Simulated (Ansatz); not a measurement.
The elements of this relaxed trial crystal are hidden behind letters.

```
lattice vectors (Å)
  -1.5637    1.5637   10.9773
   1.5637   -1.5637   10.9773
   1.5637    1.5637  -10.9773
fractional positions
X 0.6953 0.6953 0.0000
X 0.3047 0.3047 0.0000
Z 0.0938 0.0938 0.0000
Z 0.9062 0.9062 0.0000
Z 0.5000 0.5000 0.0000
Q 0.0000 0.0000 0.0000
Q 0.5950 0.5950 0.0000
Q 0.1962 0.1962 0.0000
Q 0.8038 0.8038 0.0000
Q 0.4050 0.4050 0.0000
```

The calculation used Ansatz 0.2.0, DFT PBE, scalar-relativistic, plane waves, PAW. Settings of the last relaxation (10-atom cell): 420 eV, 16×16×16 k points, Gaussian smearing of 0.10 eV, no spin polarisation.

| Quantity | Value |
| --- | --- |
| Space group | I4/mmm (No. 139) |
| Conventional cell | a = 3.127 Å, c = 21.955 Å |
| Volume per atom | 10.74 Å³ |
| Density | 6.13 g/cm³ |
| Formation energy | −1.66 eV/atom |
| Gap on the 16×16×16 mesh of the 10-atom cell | 0 eV (a metal) |

Energies are uncorrected and count from the elements' standard states at the same level.

Q: X is a d-block element of period 5, Z is a d-block element of period 4 and Q is a p-block element of period 2. Which elements are they?

A: X = Zr, Z = Ti, Q = N, so the formula is Zr2Ti3N5. Density times volume gives a mean mass of 6.13 × 10.74/1.6605 = 39.6 u per atom, and this set has 39.6 u. Zr has 5 N at 2.20–2.21 Å, 1 N at 2.38 Å, 8 Zr at 3.13–3.26 Å and 4 Ti at 3.14 Å; around Ti on a site of symmetry 4mm lie 1 N at 2.06 Å, 5 N at 2.21–2.25 Å, 8 Ti at 3.02–3.13 Å and 4 Zr at 3.14 Å; N on a site of symmetry 4/mmm has 2 Ti at 2.06 Å and 4 Ti at 2.21 Å; 3 more sites not described. Other sets within the hints have nearly the same mass, so mass alone doesn't settle it; this one was computed.

Symmetry constrained the relaxation, so the result can be a saddle point.
